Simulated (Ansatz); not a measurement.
A relaxation computed with Ansatz, from input to last step.

```yaml
crystal:
  lattice:
    - [6.55890518, 0.0, 0.0]
    - [0.0, 7.30433827, 0.0]
    - [0.0, 0.0, 4.77057136]
  atoms:
    - { symbol: Al, position: [0.01038413, 0.25, 0.91571248] }
    - { symbol: Al, position: [0.17132076, 0.44389873, 0.36380374] }
    - { symbol: Al, position: [0.17132076, 0.05610127, 0.36380374] }
    - { symbol: Al, position: [0.32867924, 0.55610127, 0.86380374] }
    - { symbol: Al, position: [0.67132076, 0.44389873, 0.13619626] }
    - { symbol: Al, position: [0.82867924, 0.94389873, 0.63619626] }
    - { symbol: Al, position: [0.67132076, 0.05610127, 0.13619626] }
    - { symbol: Al, position: [0.82867924, 0.55610127, 0.63619626] }
    - { symbol: Al, position: [0.32867924, 0.94389873, 0.86380374] }
    - { symbol: Al, position: [0.51038413, 0.25, 0.58428752] }
    - { symbol: Al, position: [0.98961587, 0.75, 0.08428752] }
    - { symbol: Al, position: [0.48961587, 0.75, 0.41571248] }
    - { symbol: Ni, position: [0.87107884, 0.25, 0.44428404] }
    - { symbol: Ni, position: [0.37107884, 0.25, 0.05571596] }
    - { symbol: Ni, position: [0.12892116, 0.75, 0.55571596] }
    - { symbol: Ni, position: [0.62892116, 0.75, 0.94428404] }
basis:
  ecutwfc: 500
kpoints:
  mp_grid: { grid: [6, 6, 8] }
hamiltonian:
  xc: r2scan
scf:
  occupations: { method: gaussian, width: 0.1 }
output:
  forces: true
  stress: true
  eigenvalues: true
  write_density: true
  write_potential: true
  elf: true
  volumetric_format: npy
relax:
  adjacent_minimum: "off"
  f_tol: 0.005
  max_steps: 80
  cell: { stress_tol: 0.05 }
```

```bash
ansatz run input.yaml --threads 4 --pin off --max-ram 10240MiB --backend cpu --events-out ev --progress --plain --runs-dir out
```

All numbers below come from DFT r2SCAN, scalar-relativistic, plane waves, PAW (Ansatz 0.2.0).

Of 6 frames 5 are shown, positions in Å and forces in eV/Å; the SCF threshold varies from step to step. Steps run on the plane waves of an earlier cell, with a Pulay correction in the pressure. The basis is chosen afresh for the last frame, the zero of the energies, and at times for earlier ones too; energy and pressure can step there, also at an unchanged geometry. Where two frames share a geometry here, they differ by under 2 meV/atom and 0.3 GPa. Spin polarisation was left out; whether the Ni atoms would carry moments isn't shown by this run.

```xyz
16
Lattice="6.5589 0.0000 0.0000 0.0000 7.3043 0.0000 0.0000 0.0000 4.7706" Properties=species:S:1:pos:R:3:forces:R:3 pbc="T T T" step=1 free_energy_over_end_meV_per_atom=0.42 pressure_GPa=0.30
Al    0.0681    1.8261    4.3685   -0.0203    0.0000   -0.0151
Al    1.1237    3.2424    1.7356   -0.0285   -0.0111    0.0271
Al    1.1237    0.4098    1.7356   -0.0285    0.0111    0.0271
Al    2.1558    4.0620    4.1208    0.0285    0.0111    0.0271
Al    4.4031    3.2424    0.6497   -0.0285   -0.0111   -0.0271
Al    5.4352    6.8946    3.0350    0.0285   -0.0111   -0.0271
Al    4.4031    0.4098    0.6497   -0.0285    0.0111   -0.0271
Al    5.4352    4.0620    3.0350    0.0285    0.0111   -0.0271
Al    2.1558    6.8946    4.1208    0.0285   -0.0111    0.0271
Al    3.3476    1.8261    2.7874   -0.0203    0.0000    0.0151
Al    6.4908    5.4783    0.4021    0.0203    0.0000    0.0151
Al    3.2113    5.4783    1.9832    0.0203    0.0000   -0.0151
Ni    5.7133    1.8261    2.1195   -0.0016    0.0000    0.0022
Ni    2.4339    1.8261    0.2658   -0.0016    0.0000   -0.0022
Ni    0.8456    5.4783    2.6511    0.0016    0.0000   -0.0022
Ni    4.1250    5.4783    4.5048    0.0016    0.0000    0.0022
16
Lattice="6.5923 0.0000 0.0000 0.0000 7.3052 0.0000 0.0000 0.0000 4.7563" Properties=species:S:1:pos:R:3:forces:R:3 pbc="T T T" step=2 free_energy_over_end_meV_per_atom=0.07 pressure_GPa=0.02
Al    0.0691    1.8263    4.3539   -0.0320    0.0000    0.0030
Al    1.1231    3.2384    1.7376    0.0093   -0.0065    0.0178
Al    1.1231    0.4142    1.7376    0.0093    0.0065    0.0178
Al    2.1731    4.0668    4.1158   -0.0093    0.0065    0.0178
Al    4.4192    3.2384    0.6405    0.0093   -0.0065   -0.0178
Al    5.4692    6.8910    3.0187   -0.0093   -0.0065   -0.0178
Al    4.4192    0.4142    0.6405    0.0093    0.0065   -0.0178
Al    5.4692    4.0668    3.0187   -0.0093    0.0065   -0.0178
Al    2.1731    6.8910    4.1158   -0.0093   -0.0065    0.0178
Al    3.3652    1.8263    2.7806   -0.0320    0.0000   -0.0030
Al    6.5233    5.4789    0.4024    0.0320    0.0000   -0.0030
Al    3.2271    5.4789    1.9757    0.0320    0.0000    0.0030
Ni    5.7368    1.8263    2.1104    0.0168    0.0000    0.0019
Ni    2.4406    1.8263    0.2677    0.0168    0.0000   -0.0019
Ni    0.8555    5.4789    2.6459   -0.0168    0.0000   -0.0019
Ni    4.1517    5.4789    4.4886   -0.0168    0.0000    0.0019
16
Lattice="6.5957 0.0000 0.0000 0.0000 7.3070 0.0000 0.0000 0.0000 4.7533" Properties=species:S:1:pos:R:3:forces:R:3 pbc="T T T" step=3 free_energy_over_end_meV_per_atom=0.02 pressure_GPa=0.00
Al    0.0660    1.8268    4.3524   -0.0114    0.0000    0.0034
Al    1.1241    3.2376    1.7407    0.0066   -0.0004    0.0063
Al    1.1241    0.4159    1.7407    0.0066    0.0004    0.0063
Al    2.1738    4.0695    4.1174   -0.0066    0.0004    0.0063
Al    4.4219    3.2376    0.6359    0.0066   -0.0004   -0.0063
Al    5.4717    6.8911    3.0126   -0.0066   -0.0004   -0.0063
Al    4.4219    0.4159    0.6359    0.0066    0.0004   -0.0063
Al    5.4717    4.0695    3.0126   -0.0066    0.0004   -0.0063
Al    2.1738    6.8911    4.1174   -0.0066   -0.0004    0.0063
Al    3.3639    1.8268    2.7776   -0.0114    0.0000   -0.0034
Al    6.5297    5.4803    0.4009    0.0114    0.0000   -0.0034
Al    3.2319    5.4803    1.9758    0.0114    0.0000    0.0034
Ni    5.7388    1.8268    2.1089    0.0102    0.0000   -0.0036
Ni    2.4409    1.8268    0.2678    0.0102    0.0000    0.0036
Ni    0.8569    5.4803    2.6445   -0.0102    0.0000    0.0036
Ni    4.1548    5.4803    4.4855   -0.0102    0.0000   -0.0036
16
Lattice="6.5968 0.0000 0.0000 0.0000 7.3078 0.0000 0.0000 0.0000 4.7515" Properties=species:S:1:pos:R:3:forces:R:3 pbc="T T T" step=4 free_energy_over_end_meV_per_atom=0.01 pressure_GPa=0.00
Al    0.0657    1.8269    4.3513   -0.0021    0.0000    0.0002
Al    1.1258    3.2375    1.7432   -0.0011    0.0023    0.0007
Al    1.1258    0.4164    1.7432   -0.0011   -0.0023    0.0007
Al    2.1725    4.0703    4.1190    0.0011   -0.0023    0.0007
Al    4.4242    3.2375    0.6325   -0.0011    0.0023   -0.0007
Al    5.4709    6.8913    3.0082    0.0011    0.0023   -0.0007
Al    4.4242    0.4164    0.6325   -0.0011   -0.0023   -0.0007
Al    5.4709    4.0703    3.0082    0.0011   -0.0023   -0.0007
Al    2.1725    6.8913    4.1190    0.0011    0.0023    0.0007
Al    3.3641    1.8269    2.7759   -0.0021    0.0000   -0.0002
Al    6.5311    5.4808    0.4002    0.0021    0.0000   -0.0002
Al    3.2327    5.4808    1.9755    0.0021    0.0000    0.0002
Ni    5.7406    1.8269    2.1057    0.0035    0.0000    0.0073
Ni    2.4422    1.8269    0.2700    0.0035    0.0000   -0.0073
Ni    0.8561    5.4808    2.6458   -0.0035    0.0000   -0.0073
Ni    4.1545    5.4808    4.4814   -0.0035    0.0000    0.0073
16
Lattice="6.5971 0.0000 0.0000 0.0000 7.3080 0.0000 0.0000 0.0000 4.7514" Properties=species:S:1:pos:R:3:forces:R:3 pbc="T T T" step=6 free_energy_over_end_meV_per_atom=0.00 pressure_GPa=-0.01
Al    0.0652    1.8270    4.3519   -0.0004    0.0000   -0.0009
Al    1.1257    3.2377    1.7429   -0.0002    0.0001   -0.0001
Al    1.1257    0.4163    1.7429   -0.0002   -0.0001   -0.0001
Al    2.1728    4.0703    4.1186    0.0002   -0.0001   -0.0001
Al    4.4243    3.2377    0.6328   -0.0002    0.0001    0.0001
Al    5.4714    6.8917    3.0085    0.0002    0.0001    0.0001
Al    4.4243    0.4163    0.6328   -0.0002   -0.0001    0.0001
Al    5.4714    4.0703    3.0085    0.0002   -0.0001    0.0001
Al    2.1728    6.8917    4.1186    0.0002    0.0001   -0.0001
Al    3.3638    1.8270    2.7752   -0.0004    0.0000    0.0009
Al    6.5319    5.4810    0.3995    0.0004    0.0000    0.0009
Al    3.2333    5.4810    1.9762    0.0004    0.0000   -0.0009
Ni    5.7410    1.8270    2.1067    0.0010    0.0000   -0.0004
Ni    2.4425    1.8270    0.2690    0.0010    0.0000    0.0004
Ni    0.8561    5.4810    2.6447   -0.0010    0.0000    0.0004
Ni    4.1546    5.4810    4.4824   -0.0010    0.0000   -0.0004
```

It took 3 min on 4 threads of Oxide Virtual Turin-like Processor (Zen 5), on a shared host, peak memory 1.9 GiB.